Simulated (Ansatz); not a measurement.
# AgPt3 at 6 GPa (stress–strain coefficients): relaxed-ion elastic tensor

The calculation used DFT LDA, scalar-relativistic, plane waves, PAW (Ansatz 0.2.0). Plane waves to 420 eV; Γ-centred k mesh 12×12×12; Fermi-Dirac smearing of 0.15 eV. No spin polarisation.

The cell, relaxed at 6 GPa:
```
CELL_PARAMETERS angstrom
3.88471 0.00000 0.00000
0.00000 3.88471 0.00000
0.00000 0.00000 3.88471
ATOMIC_POSITIONS crystal
Ag 0.00000 0.00000 0.00000
Pt 0.00000 0.50000 0.50000
Pt 0.50000 0.00000 0.50000
Pt 0.50000 0.50000 0.00000
```

In a metal, frequencies and elastic constants depend on the k mesh and the smearing, soft modes and shear constants most. Spin–orbit coupling is left out, which can shift energies with elements as heavy as these. Other phases may be more stable at this pressure.

**Question.** Give the relaxed-ion elastic constants (GPa, Voigt order xx yy zz yz xz xy, on the axes of the cell above).

**Answer.**
C11 = 360.0, C12 = 255.2, C13 = 255.2, C22 = 360.0, C23 = 255.2, C33 = 360.0, C44 = 112.6, C55 = 112.6, C66 = 112.6 GPa; the others vanish.

**Question.** Is the crystal stable against homogeneous strain?

**Answer.** Yes: the least eigenvalue of the tensor is 104.8 GPa.

**Question.** And the moduli of a polycrystal (Hill averages)?

**Answer.** B = 290 GPa, G = 83 GPa, E = 227 GPa, ν = 0.37.

Cost: 1 run of about 2.6 core-minutes, on Arm Neoverse V1 (shared hosts).